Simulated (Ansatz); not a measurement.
LaGaO$_{3}$ in space group R-3c (No. 167; La on 6a, Ga on 6b, O on 18e), DFT-PBEsol in the program Ansatz with PAW potentials. The conduction-band minimum lies at Γ, with 1 equivalent valley. Second derivatives d²E/dk² of the lowest band at one valley (eV·Å²), along Cartesian directions:

| direction | d²E/dk² |
|---|---|
| [100] | 12.96 |
| [010] | 12.96 |
| [001] | 20.45 |
| [110] | 12.96 |
| [101] | 16.70 |
| [011] | 16.70 |

Q: Find the principal effective masses, the density-of-states mass and the conductivity mass.

A: Off-diagonal terms follow from H_xy = H[110] − (H_xx + H_yy)/2, and m*/mₑ = 7.620 eV·Å² over each eigenvalue: 0.37, 0.59, 0.59. One valley's DOS mass (m₁m₂m₃)^(1/3) = 0.51, conductivity mass 3/(Σ 1/mᵢ) = 0.49 mₑ.

Q: What effective density of states Nc follows at 300 K for parabolic valleys?

A: Nc = 2.509e19 × 1 × (0.51)^(3/2) ≈ 9.1e18 cm⁻³.

The first step of the workflow began from a Materials Project structure, measured or hypothetical; the Crystallography Open Database files this formula in space group No. 167, but the cells were not matched. Whether it is the stable phase at ambient conditions was not checked. Symmetry was held in the PBEsol relaxation; phonons show weakly imaginary modes. Scalar-relativistic: spin–orbit coupling is off unless named, which matters more the heavier the elements.

Potentials: the later of the program's two PAW sets.

Edges and masses are those of Kohn–Sham bands, whose gap is no quasiparticle gap.
